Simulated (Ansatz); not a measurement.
YN in space group P6_3/mmc (No. 194; Y on 2c, N on 2d), DFT-r²SCAN in the program Ansatz with PAW potentials, all energies at zero smearing, with the estimated change up to a 700 eV cutoff added, with one set of potentials and settings (totals compare only within such a set). Cell of 4 atoms (2 Y, 2 N): -8496.542 eV.

```json
[
 {"element": "Y", "reference phase": "P6_3/mmc, 2 atoms in the cell", "E (eV/atom)": "-3859.7073"},
 {"element": "N", "reference phase": "Pa-3, 8 atoms in the cell", "E (eV/atom)": "-384.8315"}
]
```

Formation energy per atom, worked out: (-8496.542 − 2×(-3859.7073) − 2×(-384.8315))/4 = -1.866 eV/atom (-180 kJ per mol of atoms), at 0 K, without zero-point energy or fitted corrections.

The cell is a constructed one: a structure type filled with these elements; the Crystallography Open Database copy checked does not list it. COD files the formula under space group No. 225, so this cell is another polymorph or a model. Its standing as an ambient phase is unchecked. Symmetry was held in the r²SCAN relaxation; whether a distortion lowers the energy is not shown. The run is not spin-polarised. The references are the lowest solids computed at this level, not always the standard phases (solids in place of the gases).

Potentials: the later of the program's two PAW sets.
